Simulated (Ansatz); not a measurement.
InP (zinc blende)

```
InP
1.0
    0.00000     5.95953     5.95953
    2.97977     0.00000     2.97977
    2.97977     2.97977     0.00000
P In
2 2
Direct
  0.37500   0.75000   0.75000
  0.87500   0.75000   0.75000
  0.00000   0.00000   0.00000
  0.50000   0.00000   0.00000
```

The atoms are displaced by Q × the pattern below (from a DFPT mode at L = (0.5, 0.0, 0.0), largest move 1; Q in Å), at fixed cell. (q is in reciprocal vectors of the primitive cell; the cell shown is doubled to hold the pattern.)

```
atom       x       y       z
----  ------  ------  ------
P1    -0.134   0.134   0.134
P2     0.134  -0.134  -0.134
In3   -0.577   0.577   0.577
In4    0.577  -0.577  -0.577
```

The numbers are results of PBE (plane waves to 420 eV, PAW, scalar-relativistic; Ansatz, an electronic-structure program), not measurements. k mesh 5×10×10 (Γ-centred), Fermi-Dirac smearing 0.05 eV. Energies are smeared free energies. InP was relaxed with its symmetry unable to fall. ΔE is measured from the undisplaced structure.

Estimate the ΔE (meV/cell) and −dE/dQ from forces (eV/Å) for Q (Å) = -0.050, -0.033, -0.017, 0.033, 0.050, 0.067, 0.083, 0.100.


```csv
Q (Å),ΔE (meV/cell),−dE/dQ from forces (eV/Å)
-0.050,26.6,1.066
-0.033,11.8,0.711
-0.017,3.0,0.355
0.033,11.8,-0.711
0.050,26.6,-1.066
0.067,47.4,-1.420
0.083,74.0,-1.774
0.100,106.5,-2.126
```

(A displaced cell: forces are minus the slopes of the energy, force constants its curvatures, and phonons follow from these.)
